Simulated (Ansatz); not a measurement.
Property card for BAs

BAs:
```yaml
crystal:
  lattice:
    - [3.45880, 0.00000, 0.00000]
    - [-1.72940, 2.99541, 0.00000]
    - [0.00000, 0.00000, 7.48158]
  atoms:
    - { symbol: B, position: [0.50000, 0.00000, 0.50000] }
    - { symbol: B, position: [0.00000, 0.50000, 0.16667] }
    - { symbol: B, position: [0.50000, 0.50000, 0.83333] }
    - { symbol: As, position: [0.50000, 0.00000, 0.00000] }
    - { symbol: As, position: [0.00000, 0.50000, 0.66667] }
    - { symbol: As, position: [0.50000, 0.50000, 0.33333] }
```

Space group P6_222 (No. 180); conventional cell a = b = 3.4588 Å, c = 7.4816 Å, α = β = 90.00°, γ = 120.00°.

Method: PBE (plane waves, PAW; program Ansatz). Structure relaxed to zero pressure with the same functional. Other levels are named where they apply.

**Cell and energy**

* **Volume per atom**: 12.92 Å³
* **Density**: 5.51 g/cm³
* **Formation energy from the elements (no fitted shifts)**: 0.42 eV/atom

**Electronic structure**

* **Band gap**: 0.48 eV (indirect)
* **Valence-band maximum**: at Γ
* **Conduction-band minimum**: at M (3 equivalent valleys)
* **Smallest direct gap on the standard path**: 2.13 eV
* **Electron effective mass**: 0.21, 0.33, 0.35 mₑ (principal values)
* **Hole effective mass**: 0.18, 0.45, 0.45 mₑ (principal values)
* **Gap with spin–orbit coupling**: 0.47 eV (the band order may be inverted)

**Mechanics**

- Bulk modulus (Birch–Murnaghan fit): 136 GPa
- Pressure derivative B′: 4.3

The start of the workflow was typed in or built on a structure type; neither database checked (COD, Materials Project) lists it. It is not the phase usual at ambient conditions (space group No. 216). Symmetry was held in the PBE relaxation; whether a distortion lowers the energy is not shown. Its formation energy is positive at this level, so the cell may be metastable or incomplete. The references are the lowest solids computed at this level, not always the standard phases. Scalar-relativistic: spin–orbit coupling is off unless named, which matters more the heavier the elements.

Potentials: the earlier of the program's two PAW sets.
